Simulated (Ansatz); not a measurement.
YSe (rock salt, Fm-3m) at seven volumes, plane-wave PAW PBEsol (Ansatz code), scaled uniformly. One row is withheld.

```json
[
 {"V (Å³/atom)": "20.944", "P (GPa)": "10.10"},
 {"V (Å³/atom)": "21.634", "P (GPa)": "6.18"},
 {"V (Å³/atom)": "22.325", "P (GPa)": "2.84"},
 {"V (Å³/atom)": "23.015", "P (GPa)": "0.00"},
 {"V (Å³/atom)": "23.706", "P (GPa)": "?"},
 {"V (Å³/atom)": "24.396", "P (GPa)": "-4.47"},
 {"V (Å³/atom)": "25.086", "P (GPa)": "-6.21"}
]
```

Task: Fit the shown pressures and predict the withheld one.

Result: P = (3/2)B₀(x^(7/2) − x^(5/2))[1 + (3/4)(B′ − 4)(x − 1)] with x = (V₀/V)^(2/3). Least squares on the six rows gives V₀ = 23.016 Å³/atom, B₀ = 87.1 GPa, B′ = 4.38. At V = 23.706, x = 0.9805 and P = -2.41 GPa. The run itself gave -2.42 GPa.

The workflow started from an entry of the Crystallography Open Database (COD). Its standing as an ambient phase is unchecked. The cell was relaxed with PBEsol under the symmetry of its start; of distortions, only those at the zone centre were tested. No spin polarisation was allowed.

Potentials: the later of the program's two PAW sets.
